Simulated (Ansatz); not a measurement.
MgF2:
```cif
data_F4Mg2
_chemical_formula_sum 'Mg2 F4'
_space_group_name_H-M_alt 'P42/mnm'
_space_group_IT_number 136
_space_group_name_Hall '-P 4n 2n'
_cell_length_a 4.63869
_cell_length_b 4.63869
_cell_length_c 3.06203
_cell_angle_alpha 90.000
_cell_angle_beta 90.000
_cell_angle_gamma 90.000
loop_
_atom_site_label
_atom_site_type_symbol
_atom_site_symmetry_multiplicity
_atom_site_Wyckoff_symbol
_atom_site_fract_x
_atom_site_fract_y
_atom_site_fract_z
_atom_site_occupancy
Mg1 Mg 2 a 0.00000 0.00000 0.00000 1
F1 F 4 f 0.30339 0.30339 0.00000 1
```

Relaxed with PBEsol. 

HSE06 on this cell (Ansatz, a program for electronic structure, PAW) gives a gap of 9.38 eV. What does PBEsol give?

6.89 eV.

Cost on shared cores: the PBEsol run (SCF on a 6×6×9 mesh, then bands and DOS) very roughly 29 core-seconds, the HSE06 run (SCF on 4×4×5, then a few points) very roughly 100 core-seconds; the tasks are unlike.

Space group P4_2/mnm (rutile). Symmetry was held in the PBEsol relaxation.

Potentials: the later of the program's two PAW sets.

Ansatz is a plane-wave DFT program.
